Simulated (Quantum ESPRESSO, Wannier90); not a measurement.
## HfS₂ (CdI2 type): Wannier90 run

```xyz
3
Lattice="3.6397 0.0000 0.0000 -1.8198 3.1520 0.0000 0.0000 0.0000 6.0556" Properties=species:S:1:pos:R:3 pbc="T T T"
Hf     0.0000     0.0000     0.0000
S     -1.8198     1.0507    -1.4294
S      1.8198    -1.0507     1.4294
```

Structure: Materials Project mp-985829, symmetrised, not relaxed again. Not found in the COD (Crystallography Open Database) copy used; not checked further. Computed values, not measurements, from PBEsol: Quantum ESPRESSO (norm-conserving PseudoDojo potentials, cutoff 47 Ry, no spin polarisation, no spin-orbit coupling) on a Γ-centred 12×12×6 mesh, then Wannier90. Density: 12×12×6 mesh, cold smearing 0.01 Ry. The cell is built of weakly bound layers, chains or molecules, whose nearest atoms lie 3.83 Å apart. Database cells relaxed without dispersion often hold them too far apart, which can enlarge gaps and weakens couplings between them; spacing and stacking were not compared with the measured crystal. Spin-orbit coupling is left out although heavy elements are present.

A tight-binding model is made by disentanglement and projection with no localisation steps (num_iter = 0), so the 11 orbitals stay atom-like: hydrogen-like Hf: d; S: p, axes along x, y, z; frozen window up to 2.63 eV relative to the valence-band maximum. It follows pw.x to 0.4 meV rms for states up to 2.1 eV relative to the valence-band maximum. Matrix elements depend on this choice of orbitals and windows.

Problem. Which pairs of orbitals on different sites are coupled most strongly? Give distance, modulus and how many such pairs a cell has.

Solution. 
```
orbital      orbital  distance of the centres (Å)  modulus (eV)  pairs
---------  ---------  ---------------------------  ------------  -----
Hf dyz          S py                         2.47          1.73      2
Hf dxz          S px                         2.49          1.13      4
Hf dx2-y2       S pz                         2.57          1.10      2
Hf dxz          S py                         2.51          1.04      4
Hf dyz          S px                         2.49          1.04      4
Hf dxy          S pz                         2.57          0.95      4
Hf dxy          S px                         2.52          0.86      6
Hf dx2-y2       S py                         2.51          0.85      6
Hf dz2          S pz                         2.57          0.74      6
Hf dxz          S px                         2.52          0.66      2
S px            S px                         3.64          0.61      2
Hf dyz          S pz                         2.57          0.61      2
Hf dx2-y2       S pz                         2.57          0.55      4
Hf dxz          S pz                         2.57          0.53      4
Hf dz2          S py                         2.47          0.45      2
S px            S py                         3.59          0.44      4
S py            S py                         3.64          0.43      4
S pz            S pz                         3.62          0.42      3
Hf dxy        Hf dxz                         3.64          0.41      2
S py            S pz                         3.54          0.39      2
Hf dx2-y2  Hf dx2-y2                         3.64          0.39      1
Hf dz2          S px                         2.49          0.39      4
Hf dx2-y2     Hf dz2                         3.64          0.35      2
S px            S pz                         3.53          0.34      4
S px            S px                         3.39          0.32      1
Hf dxy        Hf dz2                         3.64          0.31      4
Hf dyz          S pz                         2.57          0.30      4
Hf dxy        Hf dxy                         3.64          0.29      2
Hf dx2-y2     Hf dxz                         3.64          0.27      4
Hf dxy        Hf dyz                         3.64          0.27      4
```
